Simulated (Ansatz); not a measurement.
Method: DFT, r2SCAN, plane waves (500 eV) with PAW, scalar-relativistic (Ansatz 0.2.0). The PAW files were generated under PBE, with cores re-solved for the functional.

An element in the diamond structure gives this curve. The cell is scaled uniformly from the relaxed one, with fractional coordinates and shape fixed. Energies are extrapolated to zero smearing, pressures are those at the given smearing. Magnetic state: ferromagnetic.

```json
{"V (Å³/atom)": "14.037", "E − E₀ (meV/atom)": "100.2", "P (GPa)": "18.88", "sphere moment (μB)": "1.82"}
{"V (Å³/atom)": "14.675", "E − E₀ (meV/atom)": "41.0", "P (GPa)": "11.15", "sphere moment (μB)": "1.86"}
{"V (Å³/atom)": "15.314", "E − E₀ (meV/atom)": "9.3", "P (GPa)": "4.96", "sphere moment (μB)": "1.89"}
{"V (Å³/atom)": "15.952", "E − E₀ (meV/atom)": "-0.2", "P (GPa)": "-0.01", "sphere moment (μB)": "1.92"}
{"V (Å³/atom)": "16.590", "E − E₀ (meV/atom)": "8.0", "P (GPa)": "-3.93", "sphere moment (μB)": "1.94"}
{"V (Å³/atom)": "17.228", "E − E₀ (meV/atom)": "30.0", "P (GPa)": "-6.91", "sphere moment (μB)": "1.98"}
{"V (Å³/atom)": "17.866", "E − E₀ (meV/atom)": "62.2", "P (GPa)": "-9.19", "sphere moment (μB)": "2.01"}
```

Question: Which element is it?
A. ruthenium
B. cobalt
C. phosphorus
D. silicon

Answer: B. Its fit is V₀ = 15.95 Å³/atom, B₀ = 109 GPa, B₀′ = 4.9.
